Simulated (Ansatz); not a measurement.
This cell of HfO₂ (tetragonal-ZrO2 type, space group P4_2/nmc) is off equilibrium:

```yaml
crystal:
  lattice:
    - [3.56753, 0.00000, 0.00000]
    - [0.00000, 3.56753, 0.00000]
    - [0.00000, 0.00000, 5.16669]
  atoms:
    - { symbol: Hf, position: [0.00000, 0.00000, 0.00000] }
    - { symbol: Hf, position: [0.50000, 0.50000, 0.50000] }
    - { symbol: O, position: [0.00000, 0.50000, 0.20010] }
    - { symbol: O, position: [0.00000, 0.50000, 0.70010] }
    - { symbol: O, position: [0.50000, 0.00000, 0.29990] }
    - { symbol: O, position: [0.54916, 0.04916, 0.79990] }
```

All values below come from PBEsol (plane waves to 420 eV, PAW, scalar-relativistic; Ansatz, an electronic-structure program). k mesh 8×8×5 (Γ-centred), Fermi-Dirac smearing 0.05 eV. The energy includes the smearing's −TS. Compression counts positive. HfO2 is run without spin polarisation. HfO2 was relaxed with its symmetry unable to fall. Spin-orbit coupling is left out, though Hf is heavy. The PAW data are Ansatz's earlier set. This is a high-temperature form of HfO2.

**Question.** Predict the force on every atom, in eV/Å.

**Answer.** 
```json
[
 {"atom": "Hf1", "Fx": "1.727", "Fy": "0.105", "Fz": "0.598"},
 {"atom": "Hf2", "Fx": "0.099", "Fy": "-0.323", "Fz": "-0.270"},
 {"atom": "O3", "Fx": "0.057", "Fy": "0.053", "Fz": "0.041"},
 {"atom": "O4", "Fx": "1.306", "Fy": "1.038", "Fz": "-0.077"},
 {"atom": "O5", "Fx": "0.156", "Fy": "0.159", "Fz": "0.061"},
 {"atom": "O6", "Fx": "-3.346", "Fy": "-1.031", "Fz": "-0.353"}
]
```

**Question.** What is the stress tensor (GPa)?

**Answer.** 
```
   3.98     0.72     4.50
   0.72     2.09    -1.83
   4.50    -1.83     1.95
```
The pressure, a third of the trace, is 2.68 GPa.

**Question.** In it atom 6 sits (0.175, 0.175, 0.000) Å away from its relaxed site. What is its energy relative to the relaxed cell?

**Answer.** 379 meV/cell.

(A displaced cell: forces are minus the slopes of the energy, force constants its curvatures, and phonons follow from these.)
